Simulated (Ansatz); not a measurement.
## YVO₄: checking a database structure before trusting its electric field gradients

The cell is an entry of the Crystallography Open Database (COD), atoms as given.

```cif
data_YVO4
_symmetry_space_group_name_H-M 'I4_1/amd:1'
_symmetry_Int_Tables_number 141
_cell_length_a 7.1000
_cell_length_b 7.1000
_cell_length_c 6.2700
_cell_angle_alpha 90.000
_cell_angle_beta 90.000
_cell_angle_gamma 90.000
loop_
_atom_site_label
_atom_site_type_symbol
_atom_site_symmetry_multiplicity
_atom_site_Wyckoff_symbol
_atom_site_fract_x
_atom_site_fract_y
_atom_site_fract_z
Y Y 4 a 0.0000 0.0000 0.0000
V V 4 b 0.0000 0.0000 0.5000
O O 16 h 0.0000 0.1900 0.3500
```

One atom of each set is listed; the run and its k-mesh use a cell of 12 atoms with edges of 5.92, 5.92, 5.92 Å.

Method: Kohn–Sham DFT in Ansatz, PBE, plane waves and PAW, scalar-relativistic, 420 eV cutoff, Γ-centred 5×5×5 k-points, Fermi–Dirac smearing 0.02 eV.

**Question.** Do the atoms and the cell lie near the calculated equilibrium?

**Answer.** No. The largest force is 3.6 eV/Å, on atom 7 (O: 1 V at 1.64 Å; also 2 Y at 2.29–2.58 Å), and the pressure is 13.3 GPa. Such values can come from a cell under pressure, imprecise or misplaced coordinates, missing atoms or a wrong setting of the space group; the run alone doesn't tell which, and gradients calculated on this entry can't be taken for those of the compound at ambient conditions.
